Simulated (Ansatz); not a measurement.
MgO in space group P6_3/mmc (No. 194; Mg on 2c, O on 2d), r²SCAN (plane waves, PAW; program Ansatz), all energies at zero smearing, with the estimated change up to a 700 eV cutoff added, with one set of potentials and settings (totals compare only within such a set). Cell of 4 atoms (2 Mg, 2 O): -4996.408 eV.

| element | reference phase | E (eV/atom) |
|---|---|---|
| Mg | P6_3/mmc, 2 atoms in the cell | -1926.4080 |
| O | C2/m, 4 atoms in the cell, spin-polarised | -566.0346 |

Formation energy per atom, worked out: (-4996.408 − 2×(-1926.4080) − 2×(-566.0346))/4 = -2.881 eV/atom (-278 kJ per mol of atoms), at 0 K, without zero-point energy or fitted corrections.

The workflow started from a Materials Project entry (that database holds measured and hypothetical structures alike); the Crystallography Open Database copy checked does not list it. It is not the phase usual at ambient conditions (space group No. 225). The r²SCAN relaxation kept the symmetry of its start; its stability against distortions is not shown here. The references are the lowest solids computed at this level, not always the standard phases (solids in place of the gases).

Potentials: the earlier of the program's two PAW sets. The files were generated under PBE; for other functionals the program regenerates the frozen cores, and for LDA and PBEsol the local potential too.
